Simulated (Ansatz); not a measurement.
ZrO2 (fluorite, Fm-3m), PBE (plane waves, PAW; program Ansatz), all energies at zero smearing, with the estimated change up to a 700 eV cutoff added, with one set of potentials and settings (totals compare only within such a set). Cell of 3 atoms (1 Zr, 2 O): -5323.832 eV.

```
element                            reference phase  E (eV/atom)
-------  -----------------------------------------  -----------
Zr                   P6_3/mmc, 2 atoms in the cell   -4183.8362
O        C2/m, 4 atoms in the cell, spin-polarised    -565.0000
```

Formation energy per atom, worked out: (-5323.832 − 1×(-4183.8362) − 2×(-565.0000))/3 = -3.332 eV/atom (-321 kJ per mol of atoms), at 0 K, without zero-point energy or fitted corrections.

This is a known high-temperature phase of the composition, computed here at zero pressure and temperature. The cell was relaxed with PBE under the symmetry of its start; whether a distortion lowers the energy is not shown. No spin polarisation was allowed. The references are the lowest solids computed at this level, not always the standard phases (solids in place of the gases).

Potentials: the later of the program's two PAW sets.
